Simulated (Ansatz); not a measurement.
# Band table of W (diamond type)

```
CELL_PARAMETERS angstrom
0.00000 2.62728 2.62728
2.62728 0.00000 2.62728
2.62728 2.62728 0.00000
ATOMIC_POSITIONS crystal
W 0.87500 0.87500 0.87500
W 0.12500 0.12500 0.12500
```

The cell comes from a relaxation on PAW files under the same functional, begun from a prototype that needn't be the stable phase.

Level of theory: DFT with PBEsol, scalar-relativistic, in Ansatz 0.2.0; a Γ-centred 14×14×14 k mesh, Fermi–Dirac smearing of 0.1 eV, no spin polarisation. LAPW: all electrons, basis error target 1 meV/atom.

This run: volume at 0.76 of the series' base cell.

Spin–orbit coupling is left out, which matters for the heavy atoms.

Path points, in fractions of the reciprocal vectors: Γ (0.000, 0.000, 0.000), X (0.500, 0.000, 0.500), U (0.625, 0.250, 0.625), K (0.375, 0.375, 0.750), L (0.500, 0.500, 0.500), W (0.500, 0.250, 0.750). The distance column jumps between branches of the path. Levels in eV from the Fermi level; bands 41 to 54, counted from the lowest band of the run. The gap is zero, the pressure 59.9 GPa.

```
# k(1/Å) point b41 b42 b43 b44 b45 b46 b47 b48 b49 b50 b51 b52 b53 b54
0.000 Γ -7.49 -3.38 -3.38 -1.57 -1.57 -1.57 1.93 1.93 1.93 7.32 7.32 11.52 13.27 13.27
0.149 - -7.36 -3.56 -3.31 -1.56 -1.56 -1.37 1.59 1.94 1.94 7.14 7.43 11.23 13.39 13.39
0.299 - -6.98 -3.96 -3.10 -1.55 -1.55 -0.91 0.74 1.98 1.98 6.62 7.61 10.83 13.65 13.65
0.448 - -6.36 -4.37 -2.76 -1.57 -1.57 -0.38 -0.31 2.15 2.15 5.85 7.69 10.54 13.42 13.42
0.598 - -5.52 -4.71 -2.29 -1.65 -1.65 -1.36 0.12 2.51 2.51 4.90 7.64 10.22 12.06 12.06
0.747 - -4.93 -4.56 -2.27 -1.78 -1.78 -1.69 0.49 3.10 3.10 3.87 7.49 9.43 10.45 10.45
0.897 - -5.00 -3.88 -2.60 -1.91 -1.91 -0.98 0.58 2.80 3.91 3.91 7.28 8.29 8.89 8.89
1.046 - -4.89 -4.19 -2.01 -2.01 -1.73 -0.16 0.22 1.76 4.92 4.92 7.09 7.43 7.43 7.43
1.196 X -4.61 -4.61 -2.04 -2.04 -0.62 -0.62 0.76 0.76 6.02 6.02 6.18 6.18 7.07 7.07
1.249 - -4.63 -4.60 -2.06 -2.02 -0.62 -0.61 0.76 0.76 5.96 6.06 6.17 6.19 7.05 7.09
1.301 - -4.66 -4.58 -2.10 -1.95 -0.62 -0.59 0.74 0.75 5.80 6.13 6.18 6.23 6.97 7.12
1.354 - -4.72 -4.54 -2.17 -1.86 -0.63 -0.53 0.71 0.74 5.56 6.07 6.28 6.38 6.85 7.18
1.407 - -4.78 -4.48 -2.27 -1.76 -0.63 -0.43 0.68 0.73 5.25 5.99 6.36 6.66 6.71 7.24
1.460 - -4.83 -4.41 -2.39 -1.70 -0.65 -0.28 0.65 0.72 4.91 5.88 6.45 6.56 6.99 7.31
1.513 - -4.88 -4.32 -2.52 -1.68 -0.67 -0.06 0.62 0.70 4.54 5.73 6.45 6.55 7.37 7.40
1.566 - -4.92 -4.23 -2.67 -1.71 -0.71 0.22 0.60 0.69 4.16 5.52 6.39 6.66 7.50 7.80
1.619 U -4.93 -4.12 -2.82 -1.78 -0.76 0.54 0.57 0.68 3.77 5.26 6.40 6.78 7.63 8.27
2.351 K -4.93 -4.12 -2.82 -1.78 -0.76 0.54 0.57 0.68 3.77 5.26 6.40 6.78 7.63 8.27
2.509 - -4.86 -3.76 -3.28 -2.19 -0.99 0.52 0.69 1.62 2.73 4.39 6.83 7.15 8.15 9.84
2.668 - -4.69 -3.67 -3.42 -2.74 -1.27 0.44 0.77 1.60 3.06 3.53 7.45 7.79 8.97 11.58
2.826 - -4.83 -3.92 -3.23 -2.93 -1.43 0.28 0.92 0.94 2.81 4.22 7.63 9.23 10.14 13.01
2.985 - -5.50 -4.02 -3.22 -2.47 -1.44 0.00 0.52 1.15 2.31 5.28 7.68 11.05 11.63 12.03
3.143 - -6.28 -3.96 -3.30 -1.88 -1.42 -0.41 0.48 1.41 2.04 6.16 7.61 11.31 13.20 13.26
3.302 - -6.93 -3.77 -3.36 -1.60 -1.46 -0.90 0.96 1.67 1.95 6.81 7.49 11.04 13.33 13.51
3.461 - -7.35 -3.51 -3.38 -1.56 -1.54 -1.36 1.62 1.86 1.93 7.20 7.37 11.23 13.30 13.32
3.619 Γ -7.49 -3.38 -3.38 -1.57 -1.57 -1.57 1.93 1.93 1.93 7.32 7.32 11.52 13.27 13.27
3.749 - -7.39 -3.42 -3.42 -1.59 -1.47 -1.47 1.73 1.90 1.90 7.30 7.30 11.30 13.32 13.32
3.878 - -7.11 -3.52 -3.52 -1.65 -1.25 -1.25 1.21 1.84 1.84 7.22 7.22 11.04 13.48 13.48
4.007 - -6.67 -3.60 -3.60 -1.73 -1.06 -1.06 0.53 1.85 1.85 7.09 7.09 10.90 13.26 13.76
4.137 - -6.10 -3.60 -3.60 -1.85 -1.05 -1.05 -0.11 2.05 2.05 6.90 6.90 10.73 11.46 14.11
4.266 - -5.47 -3.52 -3.52 -2.10 -1.26 -1.26 -0.46 2.46 2.46 6.62 6.62 9.26 11.05 14.40
4.396 - -4.86 -3.36 -3.36 -2.55 -1.60 -1.60 -0.38 2.98 2.98 6.28 6.28 7.60 11.09 14.28
4.525 - -4.30 -3.15 -3.15 -3.07 -1.94 -1.94 -0.07 3.47 3.47 5.93 5.93 6.37 11.13 14.04
4.655 L -3.97 -3.40 -3.03 -3.03 -2.11 -2.11 0.10 3.69 3.69 5.76 5.76 5.89 11.15 13.95
4.760 - -3.93 -3.56 -3.10 -3.04 -2.02 -1.88 0.16 3.57 3.60 5.68 5.82 5.91 11.36 13.52
4.866 - -3.89 -3.89 -3.17 -2.99 -1.80 -1.45 0.37 3.20 3.35 5.50 5.96 5.97 11.86 12.53
4.972 - -4.21 -3.95 -3.06 -2.87 -1.54 -1.07 0.76 2.66 3.05 5.33 6.06 6.14 11.31 11.82
5.077 - -4.47 -4.12 -2.74 -2.70 -1.28 -0.80 1.25 2.02 2.82 5.20 6.18 6.29 10.05 10.81
5.183 - -4.65 -4.32 -2.49 -2.35 -1.03 -0.61 1.37 1.43 3.05 5.16 6.31 6.39 8.87 9.66
5.289 - -4.76 -4.50 -2.24 -1.98 -0.75 -0.46 0.80 1.14 3.84 5.25 6.42 6.43 7.85 8.48
5.394 - -4.78 -4.64 -2.00 -1.78 -0.39 -0.30 0.35 0.69 4.84 5.49 6.28 6.45 7.13 7.38
5.500 W -4.74 -4.74 -1.81 -1.81 -0.16 -0.16 0.27 0.27 5.88 5.88 5.89 5.89 6.90 6.90
5.575 - -4.74 -4.74 -1.82 -1.82 -0.21 -0.21 0.31 0.31 5.81 5.81 5.97 5.97 6.90 6.90
5.650 - -4.72 -4.72 -1.84 -1.84 -0.30 -0.30 0.41 0.41 5.78 5.78 6.07 6.07 6.90 6.90
5.724 - -4.70 -4.70 -1.87 -1.87 -0.40 -0.40 0.52 0.52 5.78 5.78 6.14 6.14 6.91 6.91
5.799 - -4.68 -4.68 -1.92 -1.92 -0.48 -0.48 0.61 0.61 5.82 5.82 6.18 6.18 6.93 6.93
5.874 - -4.65 -4.65 -1.96 -1.96 -0.55 -0.55 0.68 0.68 5.88 5.88 6.19 6.19 6.98 6.98
5.949 - -4.63 -4.63 -2.00 -2.00 -0.59 -0.59 0.72 0.72 5.95 5.95 6.19 6.19 7.03 7.03
6.023 - -4.62 -4.62 -2.03 -2.03 -0.62 -0.62 0.75 0.75 6.00 6.00 6.18 6.18 7.06 7.06
6.098 X -4.61 -4.61 -2.04 -2.04 -0.62 -0.62 0.76 0.76 6.02 6.02 6.18 6.18 7.07 7.07
```
